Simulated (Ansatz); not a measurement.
SiIrF5, a known structure type with other elements, at an estimated volume

```
F Ir Si
1.0
     6.81663    0.00000    0.00000
     0.00000    6.81663    0.00000
     0.00000    0.00000    4.08174
F Ir Si
10 2 2
Direct
  0.31360 0.59140 0.19840
  0.90860 0.31360 0.19840
  0.18640 0.90860 0.19840
  0.59140 0.18640 0.19840
  0.68640 0.40860 0.80160
  0.09140 0.68640 0.80160
  0.81360 0.09140 0.80160
  0.40860 0.81360 0.80160
  0.25000 0.25000 0.69340
  0.75000 0.75000 0.30660
  0.25000 0.25000 0.19236
  0.75000 0.75000 0.80764
  0.25000 0.75000 0.00000
  0.75000 0.25000 0.00000
```

The numbers come from plane-wave PAW DFT (Ansatz): r2SCAN, no spin polarisation, 500 eV, 4×4×6 Γ-centred k points, methfessel-paxton occupations (width 0.0101 eV). Nothing was relaxed.

Problem. Which atom feels the largest force, and which way?

Solution. The largest is on F1 (and as large on other atoms): 8.93 eV/Å, components (3.09, -6.22, 5.62). It makes 174° with the line to a nearest neighbour, Si13 at 1.42 Å, pointing away from it.

Problem. What is the formation energy?

Solution. -1.40 eV an atom against the elements' usual phases (free molecules for gases, crystals otherwise, with no correction for O₂ or N₂), so it is bound against them; other compounds may still compete. Relaxing would lower it.

Problem. What does the stress say?

Solution. The pressure is 37.5 GPa (compression positive), so with the atoms held at these fractions the cell would first expand; the forces are large, so a full relaxation may end otherwise. The principal stresses 33.2, 39.6, 39.6 GPa differ, so its shape would change too.

Problem. Give the Bader charges.

Solution. Bader charges in e: Si +3.46, Ir +0.80, F -0.88 to -0.72. In the mean Si gives up most and F takes most.

Problem. What happens at the Fermi level?

Solution. It is a metal, with about 11 states/eV a cell as the mean within 0.25 eV of the Fermi level, mostly Ir d (83 %).

Origin: a known structure type with other elements, at an estimated volume, so it need not be a known compound. Caveats: many states at the Fermi level without spin polarisation, so a magnetic state may lie lower; correlation that this level lacks may open a gap in such a compound; atoms or cell far from equilibrium.
